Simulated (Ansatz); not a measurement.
Ta (hcp (Mg type), P6_3/mmc) at seven volumes, DFT-r²SCAN in the program Ansatz with PAW potentials, shape and atoms relaxed at each. One row is withheld.

```json
[
 {"V (Å³/atom)": "16.824", "P (GPa)": "?"},
 {"V (Å³/atom)": "17.378", "P (GPa)": "13.69"},
 {"V (Å³/atom)": "17.933", "P (GPa)": "6.37"},
 {"V (Å³/atom)": "18.488", "P (GPa)": "0.01"},
 {"V (Å³/atom)": "19.042", "P (GPa)": "-5.50"},
 {"V (Å³/atom)": "19.597", "P (GPa)": "-10.28"},
 {"V (Å³/atom)": "20.151", "P (GPa)": "-14.40"}
]
```

Fit the shown pressures and predict the withheld one.

Third-order Birch–Murnaghan: P = (3/2)B₀(x^(7/2) − x^(5/2))[1 + (3/4)(B′ − 4)(x − 1)] with x = (V₀/V)^(2/3). Least squares on the six rows gives V₀ = 18.489 Å³/atom, B₀ = 196.8 GPa, B′ = 3.76. At V = 16.824, x = 1.0649 and P = 22.17 GPa. The run itself gave 22.11 GPa.

The start of the workflow was typed in or built on a structure type; the Crystallography Open Database copy checked does not list it. It is not the phase usual at ambient conditions (space group No. 229). The cell was relaxed with r²SCAN under the symmetry of its start; its stability against distortions is not shown here. The run is not spin-polarised. Spin–orbit coupling is left out wherever it is not named.

Potentials: the later of the program's two PAW sets.
